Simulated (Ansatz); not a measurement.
Consider the following.

Ta$_{2}$GeN:
```yaml
crystal:
  lattice:
    - [3.26492, 0.00000, 0.00000]
    - [-1.63246, 2.82751, 0.00000]
    - [0.00000, 0.00000, 12.25247]
  atoms:
    - { symbol: Ge, position: [0.33333, 0.66667, 0.75000] }
    - { symbol: Ge, position: [0.66667, 0.33333, 0.25000] }
    - { symbol: Ta, position: [0.33333, 0.66667, 0.09159] }
    - { symbol: Ta, position: [0.66667, 0.33333, 0.59159] }
    - { symbol: Ta, position: [0.66667, 0.33333, 0.90841] }
    - { symbol: Ta, position: [0.33333, 0.66667, 0.40841] }
    - { symbol: N, position: [0.00000, 0.00000, 0.00000] }
    - { symbol: N, position: [0.00000, 0.00000, 0.50000] }
```

This is the PBE-relaxed structure.

All from PBE (plane waves, PAW; program Ansatz), unless another level is named. Give the electronic character.

metallic (no gap).

Predict the formation energy from the elements (no fitted shifts).

-0.51 eV/atom.

And the density of states at the Fermi level?

0.40 states/eV per atom (mean over ±0.08 eV).

Space group P6_3/mmc. The start of the workflow was typed in or built on a structure type; neither database checked (COD, Materials Project) lists it. Whether it is the stable phase at ambient conditions was not checked. The PBE relaxation kept the symmetry of its start; its stability against distortions is not shown here. No spin polarisation was allowed. The references are the lowest solids computed at this level, not always the standard phases (solids in place of the gases). Spin–orbit coupling is left out wherever it is not named.

Potentials: the earlier of the program's two PAW sets.
